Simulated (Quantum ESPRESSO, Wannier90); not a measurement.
# Wannier functions of PbS (Cmcm)

```xyz
4
Lattice="4.1599 0.0000 0.0000 0.0000 0.0000 -4.2793 -2.0800 5.9913 0.0000" Properties=species:S:1:pos:R:3 pbc="T T T"
Pb     0.0000     1.5644    -1.0698
Pb     0.0000    -1.5644     1.0698
S      2.0800    -1.7399    -1.0698
S     -2.0800     1.7399     1.0698
```

Cell from Materials Project (mp-1018115), symmetrised, no further relaxation. Not found in the COD (Crystallography Open Database) copy used, which has the formula in other groups; not checked further. Computed values, not measurements, from PBEsol: Quantum ESPRESSO (norm-conserving PseudoDojo potentials, cutoff 50 Ry, no spin polarisation, no spin-orbit coupling) on a Γ-centred 8×8×8 mesh, then Wannier90. Density: 8×8×8 mesh, cold smearing 0.01 Ry. Spin-orbit coupling is left out although heavy elements are present.

A tight-binding model is made by disentanglement and projection with no localisation steps (num_iter = 0), so the 16 orbitals stay atom-like: hydrogen-like Pb: s;p; S: s;p, axes along x, y, z; frozen window up to 2.52 eV relative to the valence-band maximum. It follows pw.x to 1.1 meV rms for states up to 2.0 eV relative to the valence-band maximum. Matrix elements depend on this choice of orbitals and windows.

### Question
Which pairs of orbitals on different sites are coupled most strongly? Give distance, modulus and how many such pairs a cell has.

### Answer
```
orbital  orbital  distance of the centres (Å)  modulus (eV)  pairs
-------  -------  ---------------------------  ------------  -----
Pb py       S py                         2.93          2.31      2
Pb s        S py                         2.78          1.72      2
Pb py        S s                         2.80          1.55      2
Pb pz       S px                         2.99          1.11      8
Pb px       S pz                         2.99          1.10      8
Pb s         S s                         2.65          0.89      2
Pb py      Pb py                         3.57          0.87      2
Pb s        S pz                         2.99          0.81      8
Pb s        S px                         2.99          0.79      8
Pb pz       S pz                         2.99          0.73      8
Pb px       S px                         2.65          0.70      2
Pb pz       S pz                         2.66          0.70      2
Pb px       S px                         2.99          0.68      8
Pb pz        S s                         2.99          0.68      8
Pb px        S s                         2.99          0.65      8
Pb py      Pb pz                         3.68          0.62      4
Pb s         S s                         2.99          0.49      8
Pb px      Pb px                         4.16          0.45      2
Pb py       S py                         3.70          0.44      4
Pb py       Pb s                         3.69          0.40      4
Pb py       S py                         2.99          0.38      8
Pb px       S py                         3.83          0.33      4
Pb pz      Pb pz                         4.28          0.29      2
Pb pz       Pb s                         3.81          0.28      4
Pb pz      Pb pz                         3.79          0.28      2
Pb pz      Pb pz                         5.97          0.21      4
Pb px      Pb px                         5.97          0.20      4
Pb s        S py                         3.83          0.19      4
S py        S py                         3.90          0.18      2
Pb py       S px                         3.81          0.16      4
```
